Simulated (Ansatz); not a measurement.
TaW:
```
CELL_PARAMETERS angstrom
      2.28150    -2.28202     0.00000
      2.28150     2.28202     0.00000
      0.00000     0.00000     3.22690
ATOMIC_POSITIONS crystal
  W  0.50000 0.50000 0.00000
  Ta 0.00000 0.00000 0.50000
```

Relaxed with r²SCAN.

Q: Map the electron localisation function on the plane through (0.500, 0.500, 0.000) spanned by u = [0, 0, 1] and v = [1, 1, 0] in lattice vectors, from DFT-r²SCAN in the program Ansatz with PAW potentials.

A: x is the fraction of u, y of v (the angle between them is 90°; rows are the nearest grid lines); atoms in the plane: W at (0.00, 0.00), Ta at (0.50, 0.50).
```
|02785114541158720|
|24884124542148842|
|78984225652248987|
|99863245654236899|
|76543345554334567|
|33334443334443333|
|33343322222334333|
|55432234543223455|
|65422589998522456|
|54213899999831245|
|53115997479951135|
|43116982028961134|
|43116982028961134|
|53115997479951135|
|54213899999831245|
|65422589998522456|
|55432234543223455|
|33343322222334333|
|33334443334443333|
|76543345554334567|
|99863245654236899|
|78984225652248987|
|24884124542148842|
|02785114541158720|
```
Scale: ten equal steps from 0.034 (start of '0') to 0.772 (end of '9'), in the order '0123456789'; x runs from 0.000 to 1.00, y from 0.000 (bottom) to 1.00 (top).

The density is the valence pseudo-density with augmentation charge, so density and ELF within about 1 Å of a nucleus are not all-electron values.

Space group Pm-3m (CsCl type). The start of the workflow was typed in or built on a structure type; neither database checked (COD, Materials Project) lists it. Its standing as an ambient phase is unchecked. The cell was relaxed with r²SCAN under the symmetry of its start; whether a distortion lowers the energy is not shown. The run is not spin-polarised. Spin–orbit coupling is left out wherever it is not named.

Potentials: the earlier of the program's two PAW sets.
